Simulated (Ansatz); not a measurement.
Ti:
```cif
data_Ti2
_chemical_formula_sum 'Ti2'
_space_group_name_H-M_alt 'P 1'
_space_group_IT_number 1
_cell_length_a 2.90139
_cell_length_b 2.90139
_cell_length_c 4.58590
_cell_angle_alpha 90.000
_cell_angle_beta 90.000
_cell_angle_gamma 120.000
loop_
_space_group_symop_operation_xyz
  'x, y, z'
loop_
_atom_site_label
_atom_site_type_symbol
_atom_site_fract_x
_atom_site_fract_y
_atom_site_fract_z
_atom_site_occupancy
Ti1 Ti 0.33333 0.66667 0.25000 1
Ti2 Ti 0.66667 0.33333 0.75000 1
```

This is the PBEsol-relaxed structure.

Q: All from PBEsol in the plane-wave PAW code Ansatz, unless another level is named. Estimate the Young's modulus.

A: 105 GPa.

Q: Next, the highest zone-centre frequency?

A: 204 cm⁻¹.

Space group P6_3/mmc (hcp (Mg type)). The PBEsol relaxation kept the symmetry of its start; of distortions, only those at the zone centre were tested. The run is not spin-polarised. As this level gives no gap, phonon frequencies hold no LO–TO term and depend on the k-mesh and smearing (Fermi–Dirac, 0.1 eV here).

Potentials: the earlier of the program's two PAW sets.
